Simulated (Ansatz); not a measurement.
MgO:
Space group Fm-3m (No. 225); a = b = c = 4.214 Å, α = β = γ = 90.00°

```csv
atom,site,symmetry,x,y,z
Mg,4a,m-3m,0.0000,0.0000,0.0000
O,4b,m-3m,0.5000,0.5000,0.5000
```
(The calculation used a cell of 2 atoms; values per cell refer to that cell.)

Relaxed with PBEsol. 

**Question.** HSE06 on this cell (Ansatz, an electronic-structure program, PAW) gives a gap of 6.47 eV. What does PBEsol give?

**Answer.** 4.62 eV.

Cost on shared cores: the PBEsol run (SCF on a 11×11×11 mesh, then bands and DOS) around 7 core-seconds (rough), the HSE06 run (SCF on 8×8×8, then a few points) about 70 core-seconds (a rough figure); the tasks are unlike.

The PBEsol relaxation kept the symmetry of its start; phonons on a q-mesh show no instability. The volume moved by -15 % from the start of the relaxation.

Potentials: the later of the program's two PAW sets.

Ansatz is a plane-wave DFT program.
